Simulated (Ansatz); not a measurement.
According to plane-wave PAW PBEsol (Ansatz code), NbAlB in the orthorhombic phase (Cmcm; Al on 4c, B on 4c, Nb on 4c) relaxes to a = 3.305 Å, b = 14.613 Å, c = 3.105 Å. Against the elements it lies at -0.57 eV/atom, with no fitted shifts.

Electronic character: metallic (no gap).

An equation-of-state fit gives a bulk modulus of 187 GPa.

The start of the workflow was typed in or built on a structure type; neither database checked (COD, Materials Project) lists it. Whether it is the stable phase at ambient conditions was not checked. The cell was relaxed with PBEsol under the symmetry of its start; whether a distortion lowers the energy is not shown. No spin polarisation was allowed. The references are the lowest solids computed at this level, not always the standard phases. Scalar-relativistic: spin–orbit coupling is off unless named, which matters more the heavier the elements.

Potentials: the later of the program's two PAW sets.
